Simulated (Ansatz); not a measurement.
Computed energy over volume and axial ratio: MgF2 (rutile)

MgF2 (rutile)

```
MgF2
1.0
    4.69838     0.00000     0.00000
    0.00000     4.69838     0.00000
    0.00000     0.00000     3.09284
Mg F
2 4
Direct
  0.00000   0.00000   0.00000
  0.50000   0.50000   0.50000
  0.30358   0.30358   0.00000
  0.80358   0.19642   0.50000
  0.19642   0.80358   0.50000
  0.69642   0.69642   0.00000
```

Grid over V/V₀ and (c/a)/(c/a)₀, subscript 0 meaning the relaxed cell; the conventional c axis lies along z; no internal relaxation.

All values below come from PBE (plane waves to 420 eV, PAW, scalar-relativistic; Ansatz, a first-principles code). k mesh 7×7×11 (Γ-centred), Fermi-Dirac smearing 0.05 eV. E stands for the smeared free energy. Compression counts positive. As the atoms are clamped, bonds stretch with the cell, which overstates energies and stresses. MgF2 was relaxed with its symmetry unable to fall. The zero of ΔE is the relaxed starting cell.

ΔE (meV/atom), with V/V₀ across and (c/a)/(c/a)₀ down:

```tsv
(c/a)/(c/a)₀ \ V/V₀	0.920	0.960	1.000	1.040	1.080
0.920	52.8	29.7	20.2	21.9	32.7
0.960	32.7	12.0	4.7	8.4	20.8
1.000	24.8	5.8	0.0	5.0	18.7
1.040	27.0	9.0	4.2	10.0	24.4
1.080	37.9	20.3	15.8	21.9	36.6
```

σzz − σxx (GPa), with V/V₀ across and (c/a)/(c/a)₀ down:

| (c/a)/(c/a)₀ \ V/V₀ | 0.920 | 0.960 | 1.000 | 1.040 | 1.080 |
|---|---|---|---|---|---|
| 0.920 | 14.2 | 12.2 | 10.5 | 9.0 | 7.8 |
| 0.960 | 7.5 | 6.1 | 5.0 | 4.0 | 3.1 |
| 1.000 | 1.5 | 0.7 | 0.0 | -0.5 | -1.0 |
| 1.040 | -4.1 | -4.3 | -4.5 | -4.6 | -4.7 |
| 1.080 | -9.2 | -8.8 | -8.5 | -8.2 | -7.9 |

Derived quantities:

- Modulus against c/a change at fixed volume, (3/4V)·∂²E/∂(ln c/a)² (fit, atoms clamped): 59 GPa, an upper bound as the atoms could relax
- Lowest place on the grid: V/V₀ = 1.000, (c/a)/(c/a)₀ = 1.000 (0.0 meV/atom)
- Highest place on the grid: V/V₀ = 0.920, (c/a)/(c/a)₀ = 0.920 (52.8 meV/atom)

(Under strain, the slope of the energy per volume gives the stress and its curvature an elastic modulus.)
